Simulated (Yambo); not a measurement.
Yambo run on CaCd₃O₄ (space group Cmmm, No. 65). The wavefunctions are norm-conserving PBEsol (Quantum ESPRESSO, 102 Ry, without SOC) ones on a 2×2×4 mesh (47 occupied bands); a = 5.7899 Å, b = 5.7899 Å, c = 3.3705 Å, α = 90.00°, β = 90.00°, γ = 109.69°.

Yambo input:

```
rim_cut
HF_and_locXC
RandQpts= 1000000
RandGvec= 1 Ry
EXXRLvcs= 102 Ry
VXCRLvcs= 408 Ry
% QPkrange
 1 | 1 | 47 | 48 |
 3 | 3 | 47 | 48 |
 4 | 4 | 47 | 48 |
 6 | 6 | 47 | 48 |
 7 | 7 | 47 | 48 |
 9 | 9 | 47 | 48 |
%
```

k points by index: 1 = Γ, 3 = (0, 0, -0.5), 4 = (0, -0.5, 0), 6 = (0, -0.5, -0.5), 7 = (-0.5, -0.5, 0), 9 = (-0.5, -0.5, -0.5).

Resulting energies as the program prints them:

```
#    K-point    Band    Eo [eV]    Ehf [eV]    Vxc [eV]    Vnlxc [eV]
#
    1    47    0.000000    -4.794317    -21.69616    -26.49048
    1    48    0.171800    3.876658    -13.72052    -10.01566
    3    47    -0.112991    -4.989255    -21.58012    -26.45639
    3    48    4.742818    9.773724    -15.48662    -10.45572
    4    47    -0.378299    -5.575913    -20.71095    -25.90857
    4    48    2.879451    6.703464    -16.26534    -12.44133
    6    47    -0.549197    -5.906431    -20.65749    -26.01472
    6    48    4.847649    10.25835    -14.34726    -8.936558
    7    47    -0.120803    -4.968149    -21.63265    -26.47999
    7    48    3.445151    7.995702    -15.76884    -11.21829
    9    47    -0.001524    -4.748195    -21.68409    -26.43076
    9    48    3.531398    8.977391    -13.50575    -8.059758
```
Exchange alone, without screening.

Geometry of the Materials Project entry, not relaxed at this level.

The structure is a Materials Project entry; no match was found in the copy of COD used, and its stability was not checked.
